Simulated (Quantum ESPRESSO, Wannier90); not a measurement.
## GaN (zinc blende): Wannier90 run

```
begin unit_cell_cart
ang
    0.0000000000    2.2535000000    2.2535000000
    2.2535000000    0.0000000000    2.2535000000
    2.2535000000    2.2535000000    0.0000000000
end unit_cell_cart
begin atoms_frac
Ga   0.0000000000  0.0000000000  0.0000000000
N    0.2500000000  0.2500000000  0.2500000000
end atoms_frac
```

Structure: Materials Project mp-830, symmetrised, not relaxed again. Not found in the COD (Crystallography Open Database) copy used, which has the formula in other groups; not checked further. Method: PBE plane waves in Quantum ESPRESSO 7.5 (PseudoDojo norm-conserving files, 68 Ry, no spin polarisation, no spin-orbit coupling), Bloch states on a 12×12×12 mesh through Γ, Wannier90 4.0.1. Density: 12×12×12 mesh, cold smearing 0.01 Ry.

A tight-binding model is made by disentanglement and projection with no localisation steps (num_iter = 0), so the 8 orbitals stay atom-like: hydrogen-like Ga: s;p; N: s;p, axes along x, y, z; frozen window up to 3.26 eV relative to the valence-band maximum. It follows pw.x to 0.8 meV rms for states up to 2.8 eV relative to the valence-band maximum. Matrix elements depend on this choice of orbitals and windows. Bands 2–6 (Ga 3d 91 %, N 2s 5 %) lie between the kept ones and are excluded.

Question: What are the on-site energies relative to the valence-band maximum, and how fast do the hoppings decay?

Answer: 
```json
[
 {"atom": "Ga1", "orbitals": "s", "energy (eV)": "2.80"},
 {"atom": "Ga1", "orbitals": "pz px py", "energy (eV)": "8.88"},
 {"atom": "N2", "orbitals": "s", "energy (eV)": "-12.48"},
 {"atom": "N2", "orbitals": "pz px py", "energy (eV)": "-0.12"}
]
```

```json
[
 {"distance of the centres (Å)": "1–2", "largest modulus (eV)": "1.8"},
 {"distance of the centres (Å)": "3–4", "largest modulus (eV)": "0.55"},
 {"distance of the centres (Å)": "4–5", "largest modulus (eV)": "0.080"},
 {"distance of the centres (Å)": "5–6", "largest modulus (eV)": "0.041"},
 {"distance of the centres (Å)": "6–7", "largest modulus (eV)": "0.028"},
 {"distance of the centres (Å)": "7–8", "largest modulus (eV)": "0.0055"},
 {"distance of the centres (Å)": "8–9", "largest modulus (eV)": "0.0079"},
 {"distance of the centres (Å)": "9–10", "largest modulus (eV)": "0.0017"},
 {"distance of the centres (Å)": "10–11", "largest modulus (eV)": "0.00097"},
 {"distance of the centres (Å)": "11–12", "largest modulus (eV)": "0.0011"},
 {"distance of the centres (Å)": "12–13", "largest modulus (eV)": "0.00058"}
]
```
